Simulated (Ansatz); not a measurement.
The elements of this relaxed trial crystal are hidden behind letters.

```
lattice vectors (Å)
   3.1182    0.0000    0.0000
  -1.5591    2.7004    0.0000
   0.0000    0.0000   15.1984
fractional positions
X 0.0000 0.0000 0.1876
X 0.0000 0.0000 0.6876
X 0.3333 0.6667 0.5206
X 0.6667 0.3333 0.0206
X 0.3333 0.6667 0.8534
X 0.6667 0.3333 0.3534
Z 0.0000 0.0000 0.3128
Z 0.0000 0.0000 0.8128
Z 0.3333 0.6667 0.9793
Z 0.6667 0.3333 0.4793
Z 0.3333 0.6667 0.6464
Z 0.6667 0.3333 0.1464
```

Computed with DFT PBE, scalar-relativistic, plane waves, PAW in Ansatz 0.2.0. Settings of the last relaxation (12-atom cell): 420 eV, 12×12×2 k points, Gaussian smearing of 0.02 eV, no spin polarisation.

* Space group: P6_3mc (No. 186)
* Conventional cell: a = 3.118 Å, c = 15.198 Å
* Volume per atom: 10.66 Å³
* Density: 3.19 g/cm³
* Energy over the elements: −1.354 eV/atom
* Gap on the 12×12×2 mesh of the 12-atom cell: 3.80 eV

Energies are uncorrected and count from the elements' standard states at the same level.

Question: X is a p-block element of period 3 and Z is a p-block element of period 2. Which elements are they?

Answer: X = Al, Z = N, so the formula is AlN. Density times volume gives a mean mass of 3.19 × 10.66/1.6605 = 20.5 u per atom, and this set has 20.5 u. Among the elements that the hints allow, noble gases aside, only these give it. Around Al on its first site lie 4 N at 1.90–1.91 Å; around Al on its second site lie 4 N at 1.91 Å; N on its first site has 4 Al at 1.90 Å; 3 more sites not described.

Kohn–Sham gaps at this level usually fall short of measured ones. A structure relaxed within its symmetry needn't be a true minimum.
